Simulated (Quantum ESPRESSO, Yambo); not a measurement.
**KLuS2 at -1.5 % isotropic strain: DFT and GW levels**

Space group R-3m, hexagonal axes (No. 166); a = b = 3.8490 Å, c = 21.3773 Å, α = β = 90.00°, γ = 120.00°

| atom | site | symmetry | x | y | z |
|---|---|---|---|---|---|
| S | 6c | 3m | 0.0000 | 0.0000 | 0.2346 |
| K | 3a | -3m | 0.0000 | 0.0000 | 0.0000 |
| Lu | 3b | -3m | 0.0000 | 0.0000 | 0.5000 |
(The calculation used a cell of 4 atoms; values per cell refer to that cell.)

The PBEsol cell relaxed from Materials Project entry mp-1007636 was given an isotropic strain of -1.5 % on all lattice vectors, and the atoms were relaxed again.

Starting point: PBEsol (pw.x of Quantum ESPRESSO, ONCV potentials, no spin-orbit coupling). G0W0 in Yambo: 4×4×4 Γ-centred k mesh, bands 2 to 111 and a 6 Ry block in the screening, 111 bands in G with the Bruneval-Gonze terminator, plasmon pole fitted at 27.2 eV.

```json
{
 "PBEsol gap along the band path": "1.95 eV",
 "PBEsol gap between the mesh's edge points (Γ → F)": "1.95 eV",
 "G0W0 gap between the same points": "3.15 eV",
 "PBEsol smallest direct gap on the mesh (at F)": "2.82 eV",
 "G0W0 direct gap at that point": "4.14 eV"
}
```

```csv
k point,band,E PBEsol (eV),E QP (eV),shift (eV),Z
Γ,VB,0.00,-0.73,-0.73,0.80
Γ,CB,3.47,4.02,0.56,0.83
L,VB,-1.00,-1.81,-0.82,0.80
L,CB,2.48,2.97,0.49,0.82
F,VB,-0.88,-1.71,-0.83,0.80
F,CB,1.95,2.43,0.48,0.82
```

Energies count from the PBEsol valence-band maximum.

Convergence of the G0W0 settings was not tested.

The 4f states are in the valence at their DFT position.
